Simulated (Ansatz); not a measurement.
Starting cell, WSe2 (2H-MoS2 type, space group P6_3/mmc):

```xyz
6
Lattice="3.2790 0.0000 0.0000 -1.6395 2.8397 0.0000 0.0000 0.0000 12.7858" Properties=species:S:1:pos:R:3 pbc="T T T"
W      0.0000     1.8931     3.1965
W      1.6395     0.9466     9.5894
Se     0.0000     1.8931     7.9051
Se     1.6395     0.9466     1.5122
Se     1.6395     0.9466     4.8807
Se     0.0000     1.8931    11.2736
```

Scan: atom 1 (W, nearest neighbour Se at 2.534 Å; its periodic images, 3.3 Å or more away, move with it) is displaced along Cartesian z, direction (0.000, 0.000, 1.000) in Cartesian axes, by s. The other atoms stay.

Level of theory: PBE-D3(BJ) (plane waves to 420 eV, PAW, scalar-relativistic; Ansatz, an electronic-structure program). k mesh 9×9×2 (Γ-centred), Fermi-Dirac smearing 0.05 eV. Energies are smeared free energies. Left out: 2 of 11 points, with atoms too close for the PAW data. As the smearing reaches across the gap at some points, energies and forces of such displacements shift with the k mesh and the smearing. Spin-orbit coupling is left out, though W is heavy. The PAW data are Ansatz's earlier set. WSe2 is run without spin polarisation. WSe2 was relaxed with its symmetry unable to fall. ΔE is measured from the undisplaced structure. The last digit holds for this mesh only.

```csv
s (Å),ΔE (meV/cell)
-0.608,4555.1
-0.456,withheld
-0.304,1303.7
-0.152,331.7
0.000,0.0
0.152,331.7
0.304,1303.7
0.456,withheld
0.608,4555.1
```

**Question.** Fit an even polynomial form (powers 2, 4, 6) to the given rows and predict ΔE at s = -0.456.

**Answer.** Least squares on the 7 given rows: ΔE = (14420)·s² + (-2663)·s⁴ + (-8168)·s⁶, in meV/cell with s in Å; root-mean-square residual 0.58 meV/cell. At -0.456 the fit gives 2809.9 meV/cell; the calculation gives 2760.7 meV/cell, so the interpolation is off by 49.2 (+1.8 %). The quadratic term alone would give 2998.4 meV/cell.

(A displaced cell: forces are minus the slopes of the energy, force constants its curvatures, and phonons follow from these.)
